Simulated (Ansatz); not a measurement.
Computed with DFT PBE, scalar-relativistic, plane waves, PAW, and for the lanthanide a 4f-in-core norm-conserving potential (Ansatz). All cells share a 770 eV cutoff and Γ-centred k meshes spaced at most about 0.3 Å⁻¹ (about 0.25 or finer for metals, 2π included). No spin polarisation in the final relaxations.

These are static total energies at zero pressure.

Two relaxed structures of Er4Se:

A.

```cif
data_structure
_symmetry_space_group_name_H-M 'Pm-3m'
_symmetry_Int_Tables_number 221
_cell_length_a 5.5168
_cell_length_b 5.5168
_cell_length_c 5.5168
_cell_angle_alpha 90.000
_cell_angle_beta 90.000
_cell_angle_gamma 90.000
_cell_volume 167.90
loop_
_atom_site_label
_atom_site_type_symbol
_atom_site_symmetry_multiplicity
_atom_site_Wyckoff_symbol
_atom_site_fract_x
_atom_site_fract_y
_atom_site_fract_z
_atom_site_occupancy
Er1 Er 1 b 0.50000 0.50000 0.50000 1
Er2 Er 3 c 0.00000 0.50000 0.50000 1
Se1 Se 1 a 0.00000 0.00000 0.00000 1
```

B.

```cif
data_structure
_symmetry_space_group_name_H-M 'Im-3m'
_symmetry_Int_Tables_number 229
_cell_length_a 6.7177
_cell_length_b 6.7177
_cell_length_c 6.7177
_cell_angle_alpha 90.000
_cell_angle_beta 90.000
_cell_angle_gamma 90.000
_cell_volume 303.15
loop_
_atom_site_label
_atom_site_type_symbol
_atom_site_symmetry_multiplicity
_atom_site_Wyckoff_symbol
_atom_site_fract_x
_atom_site_fract_y
_atom_site_fract_z
_atom_site_occupancy
Er1 Er 8 c 0.25000 0.25000 0.25000 1
Se1 Se 2 a 0.00000 0.00000 0.00000 1
```

Question: Which would you expect to be lower, and how large is the difference?

Answer: B is lower, by 0.88 eV/atom. A has space group Pm-3m (No. 221), 33.6 Å³/atom and no gap on its mesh; B has space group Im-3m (No. 229), 30.3 Å³/atom and no gap. Counting Er atoms around Se (those within 1.25 times the shortest such distance or 1.15 times the sum of covalent radii, 1.27 where that leaves under three; a plus sign parts nearer from farther groups; the shortest distance is added where it exceeds 1.18 times the sum of covalent radii), A has Se 12+8 from 3.9 Å and B has Se 8. The denser one is the lower, and pressure would at first widen the difference. In A, Er on a site of symmetry m-3m has 6 Er at 2.76 Å; Er on a site of symmetry 4/mmm has 2 Er at 2.76 Å, 4 Se at 3.90 Å and 8 Er at 3.90 Å; Se has 12 Er at 3.90 Å and 8 Er at 4.78 Å. In B, Er is surrounded by 2 Se at 2.91 Å and 6 Er at 3.36 Å; Se is surrounded by 8 Er at 2.91 Å. Both come from invented guesses. A third cell relaxed alike, in P4/mmm, lies 0.31 eV/atom below the lower of the two.

Cells relaxed within their symmetry can be saddle points.

The lanthanide is trivalent by construction, without f bands, f moments or other valences.
